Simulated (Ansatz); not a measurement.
Relaxation path: LaGeRu

DFT, PBEsol, PAW with Ansatz's default frozen-core files, scalar-relativistic (Ansatz 0.2.0); a Γ-centred 8×8×5 k mesh, Fermi–Dirac smearing of 0.05 eV, no spin polarisation. The run relaxes cell and atoms at a target pressure of 0 GPa.

Command: `ansatz run input.yaml --threads 2 --pin off --max-ram 5120MiB --backend cpu --events-out ev --progress --plain --runs-dir out` It took 42 s on 2 threads of Intel(R) Xeon(R) 6975P-C (Granite Rapids), with other jobs on the host, peak memory 0.63 GiB.

```yaml
crystal:
  lattice:
    - [4.34232008, 0.0, 0.0]
    - [0.0, 4.34232008, 0.0]
    - [0.0, 0.0, 7.04831798]
  atoms:
    - { symbol: La, position: [0.0, 0.5, 0.30862188] }
    - { symbol: La, position: [0.5, 0.0, 0.69137812] }
    - { symbol: Ge, position: [0.0, 0.5, 0.81866759] }
    - { symbol: Ge, position: [0.5, 0.0, 0.18133241] }
    - { symbol: Ru, position: [0.0, 0.0, 0.0] }
    - { symbol: Ru, position: [0.5, 0.5, 0.0] }
kpoints:
  mp_grid: { grid: [8, 8, 5] }
scf:
  occupations: { method: fermi_dirac, width: 0.05 }
hamiltonian:
  xc: pbesol
  pseudopotentials: { kind: paw }
output:
  forces: true
  stress: true
  eigenvalues: true
relax:
  f_tol: 0.005
  max_steps: 50
  cell: {}
```

Each step lists its free energy a cell above the last geometry, the pressure, the cell vectors (Å), and Cartesian positions (Å) with forces (eV/Å).

The first step:

```
step 1  dF = 43.86 meV  P = -3.03 GPa
  cell 4.3423 0.0000 0.0000  0.0000 4.3423 0.0000  0.0000 0.0000 7.0483
  La 0.0000 2.1712 2.1753   0.0000 0.0000 -0.1037
  La 2.1712 0.0000 4.8731   0.0000 0.0000 0.1037
  Ge 0.0000 2.1712 5.7702   0.0000 0.0000 0.0054
  Ge 2.1712 0.0000 1.2781   0.0000 0.0000 -0.0054
  Ru 0.0000 0.0000 0.0000   0.0000 0.0000 0.0000
  Ru 2.1712 2.1712 0.0000   0.0000 0.0000 0.0000
```

Spin–orbit coupling is left out, which matters for the heavy atoms. The PAW files were made under PBE.

**Question.** Where does the relaxation end, and by which steps?

**Answer.** After 6 geometries, with conventional a, b, c = 4.288, 4.288, 6.981 Å, at 21.388 Å³/atom (-3.44 % against the start) in space group P4/nmm, with a shortest distance of 2.502 Å. The further steps:
```
step 2  dF = 48.30 meV  P = 3.18 GPa  (not accepted)
  cell 4.2347 0.0000 0.0000  0.0000 4.2347 0.0000  0.0000 0.0000 6.9150
  La 0.0000 2.1173 2.1702   0.0000 0.0000 0.1339
  La 2.1173 0.0000 4.7448   0.0000 0.0000 -0.1339
  Ge 0.0000 2.1173 5.5958   0.0000 0.0000 0.1873
  Ge 2.1173 0.0000 1.3192   0.0000 0.0000 -0.1873
  Ru 0.0000 0.0000 0.0000   0.0000 0.0000 0.0000
  Ru 2.1173 2.1173 0.0000   0.0000 0.0000 0.0000
step 3  dF = 0.37 meV  P = -0.27 GPa
  cell 4.2911 0.0000 0.0000  0.0000 4.2911 0.0000  0.0000 0.0000 6.9860
  La 0.0000 2.1455 2.1753   0.0000 0.0000 -0.0021
  La 2.1455 0.0000 4.8108   0.0000 0.0000 0.0021
  Ge 0.0000 2.1455 5.6936   0.0000 0.0000 0.0376
  Ge 2.1455 0.0000 1.2924   0.0000 0.0000 -0.0376
  Ru 0.0000 0.0000 0.0000   0.0000 0.0000 0.0000
  Ru 2.1455 2.1455 0.0000   0.0000 0.0000 0.0000
step 4  dF = 0.03 meV  P = 0.01 GPa
  cell 4.2870 0.0000 0.0000  0.0000 4.2870 0.0000  0.0000 0.0000 6.9827
  La 0.0000 2.1435 2.1784   0.0000 0.0000 -0.0090
  La 2.1435 0.0000 4.8043   0.0000 0.0000 0.0090
  Ge 0.0000 2.1435 5.6944   0.0000 0.0000 -0.0109
  Ge 2.1435 0.0000 1.2883   0.0000 0.0000 0.0109
  Ru 0.0000 0.0000 0.0000   0.0000 0.0000 0.0000
  Ru 2.1435 2.1435 0.0000   0.0000 0.0000 0.0000
step 5  dF = 0.02 meV  P = 0.03 GPa
  cell 4.2880 0.0000 0.0000  0.0000 4.2880 0.0000  0.0000 0.0000 6.9793
  La 0.0000 2.1440 2.1749   0.0000 0.0000 0.0111
  La 2.1440 0.0000 4.8044   0.0000 0.0000 -0.0111
  Ge 0.0000 2.1440 5.6905   0.0000 0.0000 -0.0066
  Ge 2.1440 0.0000 1.2888   0.0000 0.0000 0.0066
  Ru 0.0000 0.0000 0.0000   0.0000 0.0000 0.0000
  Ru 2.1440 2.1440 0.0000   0.0000 0.0000 0.0000
step 6  dF = 0.00 meV  P = 0.00 GPa
  cell 4.2877 0.0000 0.0000  0.0000 4.2877 0.0000  0.0000 0.0000 6.9805
  La 0.0000 2.1438 2.1765   0.0000 0.0000 0.0000
  La 2.1438 0.0000 4.8041   0.0000 0.0000 0.0000
  Ge 0.0000 2.1438 5.6912   0.0000 0.0000 0.0002
  Ge 2.1438 0.0000 1.2894   0.0000 0.0000 -0.0002
  Ru 0.0000 0.0000 0.0000   0.0000 0.0000 0.0000
  Ru 2.1438 2.1438 0.0000   0.0000 0.0000 0.0000
step 7  dF = 0.64 meV  P = 0.00 GPa  (same geometry on a basis chosen anew; earlier energies don't compare to the last digit)
  cell 4.2877 0.0000 0.0000  0.0000 4.2877 0.0000  0.0000 0.0000 6.9805
  La 0.0000 2.1438 2.1765   0.0000 0.0000 0.0000
  La 2.1438 0.0000 4.8041   0.0000 0.0000 0.0000
  Ge 0.0000 2.1438 5.6912   0.0000 0.0000 0.0001
  Ge 2.1438 0.0000 1.2894   0.0000 0.0000 -0.0001
  Ru 0.0000 0.0000 0.0000   0.0000 0.0000 0.0000
  Ru 2.1438 2.1438 0.0000   0.0000 0.0000 0.0000
```
